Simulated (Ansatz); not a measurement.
## Kick test of a cell of MgZn₅S₆

It was reached by relaxing an invented guess, and it needn't be the stable form of this composition.

All numbers below come from Ansatz, DFT PBE, scalar-relativistic, plane waves, PAW. Cutoff 420 eV; k points 6×6×4 on the computed 12-atom cell (Γ-centred); Gaussian smearing, width 0.02 eV; no spin polarisation.

The cell below (12 atoms, space group P31m (No. 157)) is relaxed within its symmetry.

```
Mg Zn S
1.0
     6.71944    0.00000    0.00000
    -3.35972    5.81921    0.00000
     0.00000    0.00000    6.34145
Mg Zn S
1 5 6
Direct
  0.00000 0.00000 0.50389
  0.33680 0.33680 0.00522
  0.00000 0.66320 0.00522
  0.66320 0.00000 0.00522
  0.66667 0.33333 0.50478
  0.33333 0.66667 0.50478
  0.34431 0.34431 0.37728
  0.00000 0.65569 0.37728
  0.65569 0.00000 0.37728
  0.66667 0.33333 0.87816
  0.33333 0.66667 0.87816
  0.00000 0.00000 0.89271
```

For the test it was strained at random (σ = 1.5 % a component), the atoms were moved at random (σ = 0.15 Å), and all was relaxed again on a coarse 2×3×3 mesh (in the run’s order of axes) with 0.10 eV smearing, with no symmetry imposed.

Task: Does it come back?

Result: It returns, within 1 meV/atom of the unmoved cell on that mesh and with the same symmetry when read at 0.1 Å. So it is stable against the distortions that fit this cell and that this random move excites. Modes that don't fit the cell aren't tested.
